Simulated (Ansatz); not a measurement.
Relaxed-ion elastic tensor of TiC (rock salt, Fm-3m) in GPa (Voigt order), the program Ansatz at the PBEsol level (PAW); density 5.03 g/cm³, 9.89 Å³ per atom.

```
555  124  124  0.0  0.0  0.0
124  555  124  0.0  0.0  0.0
124  124  555  0.0  0.0  0.0
0.0  0.0  0.0  173  0.0  0.0
0.0  0.0  0.0  0.0  173  0.0
0.0  0.0  0.0  0.0  0.0  173
```

Problem. Is the crystal mechanically stable?

Solution. Yes: the smallest eigenvalue of C is 173 GPa.

Problem. Work out the Voigt, Reuss and Hill averages.

Solution. K_V = 268, K_R = 268, K_H = 268; G_V = 190, G_R = 188, G_H = 189 GPa.

Problem. Give Young's modulus, Poisson's ratio, Pugh's ratio and the universal anisotropy index.

Solution. E = 9KG/(3K + G) = 459 GPa; ν = 0.21; K/G = 1.41 (brittle by the Pugh limit of 1.75); A_U = 5G_V/G_R + K_V/K_R − 6 = 0.06.

Problem. Estimate the sound speeds and the Debye temperature.

Solution. v_l = √((K + 4G/3)/ρ) = 10200 m/s, v_t = √(G/ρ) = 6130 m/s, mean 6780 m/s; Θ = (h/k)(3n/4πV)^(1/3) v_m = 941 K.

Problem. Give the Zener ratio and Young's modulus along [100], [110] and [111].

Solution. A = 2C44/(C11 − C12) = 0.80; 1/E = S11 − 2(S11 − S12 − S44/2)Γ with Γ = 0, 1/4, 1/3 gives 510, 445, 427 GPa.

Problem. Solve the Christoffel equation for the three sound speeds along [100], [110], [111].

Solution. Eigenvalues of C_ijkl n_j n_l equal ρv². In km/s, slowest first: [100] 5.87, 5.87, 10.51; [110] 5.87, 6.55, 10.10; [111] 6.33, 6.33, 9.96.

Symmetry was held in the PBEsol relaxation; of distortions, only those at the zone centre were tested. No spin polarisation was allowed. As this level gives no gap, shear constants depend on the k-mesh and smearing (Fermi–Dirac, 0.1 eV here).

Potentials: the earlier of the program's two PAW sets.
